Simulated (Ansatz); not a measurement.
This cell of BAs (zinc blende) is off equilibrium:

```
BAs
1.0
    0.00000     4.78390     4.78390
    2.39195     2.39195     4.78390
    2.39195     2.39195     0.00000
As B
2 2
Direct
  0.00000   0.75000   0.75000
  0.50000   0.75000   0.75000
  0.00000   0.02508   0.97492
  0.50000   0.97492   0.02508
```

The numbers are results of r2SCAN (plane waves to 500 eV, PAW, scalar-relativistic; Ansatz, a program for electronic structure), not measurements. k mesh 12×12×12 (Γ-centred), Fermi-Dirac smearing 0.05 eV. Stress and pressure are positive under compression. BAs was relaxed with its symmetry unable to fall.

Problem. Predict the force on every atom, in eV/Å.

Solution. 
| atom | Fx | Fy | Fz |
|---|---|---|---|
| As1 | 0.000 | 0.000 | 0.000 |
| As2 | 0.000 | 0.000 | 0.000 |
| B3 | 0.000 | 0.000 | -2.562 |
| B4 | 0.000 | 0.000 | 2.562 |

Problem. Give the stress tensor in GPa and the pressure.

Solution. 
```
   1.93     0.00     0.00
   0.00     1.93     0.00
   0.00     0.00     0.07
```
The pressure, a third of the trace, is 1.31 GPa.

(For displaced atoms, the force is minus the slope of the energy, and its curvature is a force constant, which sets phonon frequencies.)
